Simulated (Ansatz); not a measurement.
Nb5Si3 (space group I4/mcm)

```
Nb5Si3
1.0
   -3.27432     3.27432     5.90315
    3.27432    -3.27432     5.90315
    3.27432     3.27432    -5.90315
Nb Si
10 6
Cartesian
  2.18662   1.08770  -1.76145
  1.08770   2.18662   7.66460
  2.18662  -1.08770   4.14171
  1.08770   4.36203   1.76145
  1.08770   2.18662   4.14171
  2.18662   1.08770   1.76145
  1.08770   4.36203  -1.76145
  2.18662  -1.08770   7.66460
  0.00000   0.00000   5.90315
  0.00000   0.00000   0.00000
  4.12139   0.84707   0.00000
 -0.84707   2.42725   5.90315
  2.42725   0.84707   5.90315
  0.84707   2.42725   0.00000
  0.00000   0.00000   8.85473
  0.00000   0.00000   2.95158
```

The slice is a (001) plane (indices of the conventional cell) through the point (0.315, 0.483, 0.500) (fractional), spanned by u = [101] and v = [011] in vectors of this cell: u (6.55 Å) and v (6.55 Å, at 90° to u). It covers one period; positions are fractions (u, v).

Level of theory: PBEsol (plane waves to 420 eV, PAW, scalar-relativistic; Ansatz, an electronic-structure program). k mesh 8×8×8. These are valence fields of a PAW run, semicore shells included where kept as valence: close to a nucleus they are smooth pseudo fields. Nb5Si3 is run without spin polarisation. Nb5Si3 was relaxed with its symmetry unable to fall.

Three fields on this plane, each scaled to ten steps between its own extremes (0 low, 9 high; the total valence density on a logarithmic scale, the potential cut 8 eV below its top; x marks points blanked near nuclei; v = 0 in the bottom row):

Map A
```
|xxxx068850xxxxx058860xxx|
|xxxx27872xxxxxxx27871xxx|
|xxx058860xxxxxxx068850xx|
|002589950xxxxxxx05887410|
|567899960xxxxxxx05887765|
|888899871xxxxxxx16776678|
|8876567750xxxxx046655578|
|752000156510001577654567|
|40xxxxx05776557888755567|
|1xxxxxxx1789888888766776|
|0xxxxxxx0699987655677885|
|0xxxxxxx0589852000147885|
|0xxxxxxx058850xxxxx05886|
|2xxxxxxx17872xxxxxxx1787|
|50xxxxx058860xxxxxxx0588|
|8520001478850xxxxxxx0589|
|9876556678850xxxxxxx0699|
|9888887667761xxxxxxx1689|
|56788875556740xxxxx04776|
|001577654567751000146520|
|xxx0476555788875566750xx|
|xxxx16776678888889872xxx|
|xxxx05887765567899960xxx|
|xxxx05887510002589950xxx|
```

Map B
```
|xxxx014310xxxxx003300xxx|
|xxxx01310xxxxxxx01310xxx|
|xxx003300xxxxxxx014310xx|
|000024400xxxxxxx01464200|
|111346510xxxxxxx02687632|
|443345531xxxxxxx03799876|
|6310013431xxxxx026899998|
|410000134310000147999997|
|20xxxxx13431001368999986|
|0xxxxxxx1355433456789974|
|0xxxxxxx0156431112467862|
|0xxxxxxx0044200000024651|
|0xxxxxxx003300xxxxx01341|
|0xxxxxxx01310xxxxxxx0131|
|00xxxxx013410xxxxxxx0033|
|2000000246510xxxxxxx0044|
|4311123678620xxxxxxx0156|
|4334467899740xxxxxxx1355|
|00136899998620xxxxx13431|
|000147999997410000134310|
|xxx0268999986310013431xx|
|xxxx03799876543345531xxx|
|xxxx02687642111346510xxx|
|xxxx01464200000024400xxx|
```

Map C
```
|xxxx810137xxxxx710018xxx|
|xxxx50005xxxxxxx40005xxx|
|xxx720018xxxxxxx810137xx|
|985200029xxxxxxx92112469|
|210000028xxxxxxx93233333|
|100000126xxxxxxx63444442|
|1101222349xxxxx843455543|
|235898644469985323456553|
|47xxxxx94322211113455543|
|6xxxxxxx6210000012445443|
|8xxxxxxx9200000123333323|
|9xxxxxxx9200014798642112|
|8xxxxxxx810016xxxxx83101|
|4xxxxxxx51004xxxxxxx5100|
|17xxxxx831017xxxxxxx8100|
|0148996421129xxxxxxx9200|
|0001233333238xxxxxxx9200|
|0000124444436xxxxxxx6210|
|21011345554348xxxxx95322|
|985323456553235899654468|
|xxx7434555431111222349xx|
|xxxx63445442100000126xxx|
|xxxx93233333210000028xxx|
|xxxx92112468984100029xxx|
```

Question: Assign the maps to these fields: electron localisation function (ELF); valence electron density; electrostatic potential energy of an electron, from the cell's mean.

Answer: A is the electrostatic potential energy of an electron, from the cell's mean; B is the electron localisation function (ELF); C is the valence electron density.
